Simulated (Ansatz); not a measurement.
AlNi (CsCl type, space group No. 221) under volume change, PBEsol in the plane-wave PAW code Ansatz, scaled uniformly.

```csv
V (Å³/atom),E − E(relaxed) (meV/atom),P (GPa)
10.671,60.6,20.00
11.022,25.4,12.24
11.374,6.0,5.63
11.726,0.0,0.00
12.078,5.4,-4.80
12.430,20.6,-8.89
12.781,44.0,-12.38
```

**Question.** What does a third-order Birch–Murnaghan fit give for V₀, B₀ and B′?

**Answer.** V₀ = 11.73 Å³/atom, B₀ = 173 GPa, B′ = 4.3.

Space group Pm-3m (CsCl type). Symmetry was held in the PBEsol relaxation; of distortions, only those at the zone centre were tested. The run is not spin-polarised.

Potentials: the later of the program's two PAW sets.
